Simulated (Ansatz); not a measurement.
The relaxed structure here is a generated cell of TiTe2: the first start was made by placing the elements on the sites of a structure type, and the end was not matched to a known phase here, so it may be hypothetical. Known forms of TiTe2 include space group No. 164.

A relaxed structure of TiTe₂. Space group C2/c (No. 15). These are r2SCAN (plane waves to 500 eV, PAW, scalar-relativistic; Ansatz, a program for electronic structure) values and carry that method's errors.

```xyz
6
Lattice="3.5453 -3.4778 0.0000 3.5453 3.4778 0.0000 -2.2475 0.0000 7.2187" Properties=species:S:1:pos:R:3 pbc="T T T"
Ti     1.8596    -1.1235     5.4140
Ti     2.9834     1.1235     1.8047
Te     3.9916     0.1887     4.2749
Te     5.1154    -0.1887     0.6656
Te     0.8514    -0.1887     2.9438
Te    -0.2723     0.1887     6.5532
```

Question: What is the computed band gap (r2SCAN)?

Answer: No gap on the sampled points, where the bands overlap only slightly; such a result is sensitive to mesh and level.

No spin polarisation in the result. Without spin-orbit coupling the bands of the heavy element are not split, so the gap can be far off.

It was reached from a disturbed copy of a Fm-3m (No. 225) cell (AFLOW prototype AB2_cF12_225_a_c (C1, as in CaF2)), against which it lies -0.22 eV/atom.
